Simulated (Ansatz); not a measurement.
Mo$_{2}$C (space group Pbcn)

```yaml
crystal:
  lattice:
    - [4.70497, 0.00000, 0.00000]
    - [0.00000, 6.00996, 0.00000]
    - [0.00000, 0.00000, 5.17639]
  atoms:
    - { symbol: Mo, position: [0.24590, 0.87746, 0.07967] }
    - { symbol: Mo, position: [0.75410, 0.12254, 0.92033] }
    - { symbol: Mo, position: [0.25410, 0.62254, 0.57967] }
    - { symbol: Mo, position: [0.74590, 0.37746, 0.42033] }
    - { symbol: Mo, position: [0.74590, 0.62254, 0.92033] }
    - { symbol: Mo, position: [0.25410, 0.37746, 0.07967] }
    - { symbol: Mo, position: [0.75410, 0.87746, 0.42033] }
    - { symbol: Mo, position: [0.24590, 0.12254, 0.57967] }
    - { symbol: C, position: [0.50000, 0.87720, 0.75000] }
    - { symbol: C, position: [0.50000, 0.12280, 0.25000] }
    - { symbol: C, position: [0.00000, 0.62280, 0.25000] }
    - { symbol: C, position: [0.00000, 0.37720, 0.75000] }
```

This relaxed cell (volume V₀) is scaled evenly in all directions, its shape held. The atoms relax within the cell's symmetry.

All values below come from PBEsol (plane waves to 420 eV, PAW, scalar-relativistic; Ansatz, a program for electronic structure). k mesh 8×6×7 (Γ-centred), Fermi-Dirac smearing 0.05 eV. The energy includes the smearing's −TS. Stress and pressure are positive under compression. With the shape held, the modulus is that of even scaling; a crystal free to change shape is softer. Mo2C is run without spin polarisation. Mo2C was relaxed with its symmetry unable to fall. The zero of ΔE is the relaxed starting cell.

The scan covers V/V₀ from 0.840 to 1.160 in 13 points.

### Question
What is ΔE at V/V₀ = 1.160?

### Answer
230 meV/atom.

### Question
What pressure does the cell carry at V/V₀ = 0.840?

### Answer
80.0 GPa.

### Question
What is ΔE at V/V₀ = 0.840?

### Answer
418 meV/atom.

(A scan under strain: stresses follow from slopes of the energy per volume, elastic moduli from its curvatures.)
